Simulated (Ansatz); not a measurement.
Fe (Im-3m); in-plane start at Fe1 0°, Fe2 180°, Fe3 90°, Fe4 270°.

```yaml
crystal:
  lattice:
    - [0.00000, -2.88600, 2.88600]
    - [2.88600, 0.00000, 0.00000]
    - [1.44300, 1.44300, 4.32900]
  atoms:
    - { symbol: Fe, position: [0.00000, 0.00000, 0.00000] }
    - { symbol: Fe, position: [0.50000, 0.50000, 0.00000] }
    - { symbol: Fe, position: [0.75000, 0.25000, 0.50000] }
    - { symbol: Fe, position: [0.25000, 0.75000, 0.50000] }
```

The geometry is a structure as deposited in COD (the entry's cell lengths or inner coordinates differ somewhat from later room-temperature determinations), repeated to hold the magnetic orders, held fixed and not relaxed.

Settings: PBE, 10×10×10 k mesh, Fermi–Dirac smearing of 0.05 eV. PAW means Ansatz 0.2.0 on its default frozen-core files. Site moments are integrated in spheres about the atoms. Start moments (μB): Fe1 2.3, Fe2 2.3, Fe3 2.3, Fe4 2.3.

The self-consistent cycle went as follows.

| iteration | Harris–Foulkes energy less the last (meV) | density residual (eV) | ∫|m| (μB) |
| --- | --- | --- | --- |
| 1 | 74.622 | 1.6e+00 | 8.5267 |
| 2 | 40.813 | 3.2e-01 | 8.7763 |
| 3 | 116.857 | 2.2e-02 | 8.8540 |
| 4 | 92.120 | 1.5e-03 | 8.8729 |
| 5 | 47.776 | 5.2e-03 | 8.8850 |
| 6 | 26.053 | 3.6e-03 | 8.8896 |
| 7 | 0.736 | 9.9e-04 | 8.8939 |
| 8 | 0.375 | 1.2e-04 | 8.8908 |
| 9 | 0.060 | 3.6e-05 | 8.8808 |
| 10 | 0.008 | 8.3e-06 | 8.8734 |
| 11 | 0.000 | 1.4e-06 | 8.8684 |
| 12 | 0.000 | 1.3e-06 | 8.8660 |
| 13 | 0.000 | 6.9e-08 | 8.8656 |

Site moments (μB): Fe1 (2.13, 0.00, 0.00); Fe2 (-2.13, 0.00, 0.00); Fe3 (0.00, 2.13, 0.00); Fe4 (0.00, -2.13, 0.00). Cell moment 0.00 μB.

The Ansatz runs typed with the search for lower states off end where their start leads. None of this fixes the real material's magnetic order: only patterns that fit the cell were computed, at zero temperature, with a functional that can overstate moments.
